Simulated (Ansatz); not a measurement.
# Ansatz 0.2.0, single run: GdBRh3

input.yaml:

```yaml
crystal:
  lattice:
    - [4.180009, 0.005474, 0.009862]
    - [0.005474, 4.238726, -0.002002]
    - [0.009862, -0.002002, 4.225139]
  atoms:
    - { symbol: Rh, position: [0.996786, 0.467555, 0.484342] }
    - { symbol: Rh, position: [0.49428, 0.004744, 0.510893] }
    - { symbol: Rh, position: [0.465164, 0.495521, 0.020322] }
    - { symbol: B, position: [0.500224, 0.459335, 0.525365] }
    - { symbol: Gd, position: [0.001001, 0.993028, 0.986882], spin: -7.0 }
kpoints:
  mp_grid: { grid: [4, 4, 4], shift: [0.0, 0.0, 0.5] }
magnetization:
  spin_polarized: true
scf:
  occupations: { method: fermi_dirac, width: 0.0721 }
  mixing: { algorithm: anderson, beta: 0.5, ndim: 4 }
hamiltonian:
  pseudopotentials: { kind: paw }
  xc: pbesol
  hubbard:
    projectors: all-electron-ortho-atomic
    sites: [{ species: Gd, l: f, u_eff: 7.39 }]
basis:
  ecutwfc: 420
output:
  forces: true
  stress: true
  eigenvalues: true
```

Run with:

```bash
ansatz run input.yaml --threads 1 --pin off --max-ram 2560MiB --backend cpu --events-out ev --progress --plain --runs-dir out
```

Origin of the cell: a strained cell with displaced atoms, so it need not be a known compound.

Output (shortened):

```
Rh: projections on atomic orbitals take those of the free atom [Ar 3d10] 4s2 4p6 4d8 5s1, of charge +0.00 (hamiltonian.pseudopotentials.projection_atoms); the dataset's partial waves leave at […]
B: projections on atomic orbitals take those of the free atom [He] 2s2 2p1, of charge +0.00 (hamiltonian.pseudopotentials.projection_atoms); the dataset's partial waves leave at most 3.0e-9 o […]
Gd: projections on atomic orbitals take those of the free atom [Kr 4d10] 4f7 5s2 5p6 5d1 6s2, of charge +0.00 (hamiltonian.pseudopotentials.projection_atoms); the dataset's partial waves leav […]
Pseudopotentials: kind: paw
Pseudopotential: Rh, paw, valence charge 17, recommended cutoff 420 eV (normal), Rh.paw.azcp
Pseudopotential: B, paw, valence charge 3, recommended cutoff 420 eV (normal), B.paw.azcp
Pseudopotential: Gd, paw, valence charge 18, recommended cutoff 420 eV (normal), Gd.paw.azcp
Functional definition: PBEsol
  exchange = pbesol_x
  correlation = pbesol_c
Crystal: 5 atoms, lattice volume = 74.860 Å³
Basis set: ecut = 420 eV, 1421 PW (Γ), exchange–correlation on 60×60×60 points (8 copies of the dense FFT grid, shifted against one another)
Bands: 48, of which v1, the nominal top of the filled ones, is band 36 counted from 1 (35 counted from 0)
Symmetry: 1 space group operations
[… 13 lines left out …]
Initial density: superposition of atomic densities (chi_scale 0.1, normalization cell, long waves kept (reshape's long-wave potential 0.00 eV rms))
Starting moments: Σ|m| = 7 μB on 1 of 5 sites
Functional: x = pbesol(κ = 0.804, μ = 0.123457), c = pbesol(β = 0.046)
SCF iter   1: F=—  HF=-28407.895329 eV  Δρ=1.14e-1  dr2=5.05e1  dr2_m=2.33e-1  M=-7.011 μB ∫|m|=7.295 μB
SCF iter   2: F=—  HF=-28399.072359 eV  Δρ=2.39e-2  dr2=8.23e-1  dr2_m=2.36e-2  M=-7.056 μB ∫|m|=7.255 μB  defer=15  κ⁻¹=1.0e0(r=1)
SCF iter   3: F=—  HF=-28399.666338 eV  Δρ=1.19e-2  dr2=1.44e-1  dr2_m=9.08e-3  M=-7.046 μB ∫|m|=7.296 μB  defer=146  κ⁻¹=2.6e-3(r=2)
SCF iter   4: F=—  HF=-28400.020300 eV  Δρ=5.10e-3  dr2=3.03e-2  dr2_m=3.54e-3  M=-7.022 μB ∫|m|=7.352 μB  defer=145  κ⁻¹=2.8e-4(r=3)
SCF iter   5: F=—  HF=-28400.030247 eV  Δρ=3.01e-3  dr2=1.10e-2  dr2_m=1.17e-3  M=-7.010 μB ∫|m|=7.375 μB  defer=145  κ⁻¹=3.2e-3(r=3)
SCF iter   6: F=—  HF=-28400.028052 eV  Δρ=9.15e-4  dr2=2.44e-3  dr2_m=4.52e-5  M=-6.992 μB ∫|m|=7.405 μB  defer=145  κ⁻¹=5.4e-3(r=3)
SCF iter   7: F=—  HF=-28400.027560 eV  Δρ=3.92e-4  dr2=3.93e-4  dr2_m=2.04e-5  M=-6.979 μB ∫|m|=7.423 μB  defer=145  κ⁻¹=1.4e-2(r=3)
SCF iter   8: F=—  HF=-28400.027705 eV  Δρ=2.32e-4  dr2=6.39e-5  dr2_m=6.55e-6  M=-6.970 μB ∫|m|=7.434 μB  defer=145  κ⁻¹=1.2e-2(r=3)
SCF iter   9: F=—  HF=-28400.027735 eV  Δρ=1.40e-4  dr2=2.65e-5  dr2_m=3.59e-6  M=-6.966 μB ∫|m|=7.439 μB  defer=145  κ⁻¹=4.4e-3(r=3)
SCF iter  10: F=—  HF=-28400.027748 eV  Δρ=6.42e-5  dr2=4.17e-6  dr2_m=1.15e-6  M=-6.960 μB ∫|m|=7.446 μB  defer=145  κ⁻¹=7.2e-3(r=3)
SCF iter  11: F=—  HF=-28400.027750 eV  Δρ=4.15e-5  dr2=1.03e-6  dr2_m=4.76e-7  M=-6.958 μB ∫|m|=7.449 μB  defer=145  κ⁻¹=2.0e-2(r=3)
SCF iter  12: F=—  HF=-28400.027751 eV  Δρ=2.58e-5  dr2=4.24e-7  dr2_m=2.41e-7  M=-6.957 μB ∫|m|=7.451 μB  defer=145  κ⁻¹=1.8e-2(r=3)
SCF iter  13: F=—  HF=-28400.027752 eV  Δρ=1.52e-5  dr2=1.56e-7  dr2_m=1.03e-7  M=-6.956 μB ∫|m|=7.452 μB  defer=145  κ⁻¹=2.9e-2(r=3)
SCF iter  14: F=—  HF=-28400.027752 eV  Δρ=9.42e-6  dr2=5.43e-8  dr2_m=3.70e-8  M=-6.955 μB ∫|m|=7.453 μB  κ⁻¹=4.0e-2(r=3)
SCF iter  15: F=-28400.027753 eV  HF=-28400.027753 eV  Δρ=5.26e-6  dr2=1.31e-8  dr2_m=1.07e-8  M=-6.954 μB ∫|m|=7.454 μB
SCF 1 converged in 15 iterations: F = -28400.027753 eV  dr2 = 1.31e-8
this state was not tested for a lower state beside it, because the mixer in use, unlike msr1, does not test its closes by its own steps (another_mixer; see scf.mixing.algorithm and scf.lower_state_search)
SCF converged after 15 iterations
Magnetization: -6.9543 μB (32.5228 up, 39.4772 down)
Absolute magnetization: 7.4538 μB (∫|ρ↑−ρ↓|, with the PAW one-centre terms)
Spin contamination: 0.2271 ħ² per cell (⟨S²⟩ above its minimum at these occupations)
Per-site moments (μB) at R_I (Å): [(0.071678, 0.859006), (0.067793, 0.795312), (0.076324, 0.866722), (-0.000661, 0.795312), (-7.032807, 1.182176)]
Free energy (F): -28400.027753 eV
Harris-Foulkes:  -28400.027753 eV  (|F-HF|=1.88e-8)
Internal energy: -28399.957452 eV  (E = F + TS)
E sigma→0 (E₀):  -28399.992602 eV
Entropy (-TS):   -0.070301 eV (-14.060 meV/atom)
Fermi energy:    18.088386 eV
--- Per-component energies (eV) ---
  E_band       = -350.104215
  E_kinetic    = 2179.931637
  E_local      = -7151.556927  (includes V_loc(G=0)·N_el)
  E_nonlocal   = 1374.088339
  E_hartree    = 2663.615900
  E_xc         = -927.976607
  E_vxc        = -1127.646542  (∫ρ·V_xc dr)
  E_hubbard    = 0.118967  (on-site DFT+U / exact-exchange correction)
  E_vhub       = -25.727830  (the Hubbard potential's part of the band-sum identity)
  E_paw        = -16995.262978  (= ΣΔE_a)
  E_vpaw       = -926.431814  (= ΣTr[D̂ρ^β])
  E_aug_tail   = 0.002503  (compensation charges beyond the density's cutoff)
  E_ewald      = -9544.422767
  E_core_change = 1.504481  (= ΣΔE_core)
  E_smearing   = -0.070301  (= −TS)
  Σ components = -28400.027753   (vs F -28400.027753, Δ=0.00e0)
--- Forces (eV/Å), atoms counted from 1 ---
  atom   1  Rh    -0.248349     0.843409     0.447215
  atom   2  Rh    -0.064530    -2.415697    -0.489787
  atom   3  Rh     0.910234    -0.011818    -0.337894
  atom   4  B     -0.031928     1.878791    -0.020823
  atom   5  Gd    -0.565408    -0.294614     0.401287
  max |Σ_I F_I| component: 7.04e-5 eV/Å
--- Stress (GPa, compression-positive) ---
       -2.338031      -0.048085      -1.320933
       -0.048085      -2.218051       0.150370
       -1.320933       0.150370      -5.117927
  P = ⅓ Tr σ = -3.2247 GPa (-32.247 kbar)
Occupation matrices written to <dir>
```

Caveats: no spin-orbit coupling, though heavy elements are present; one start, so the magnetic state may not be the lowest; the k mesh is coarse if the cell is a metal.

The run took 55 s on 1 thread of Arm Neoverse V1, on a shared host, peak memory 0.54 GiB, from the program's own first density.
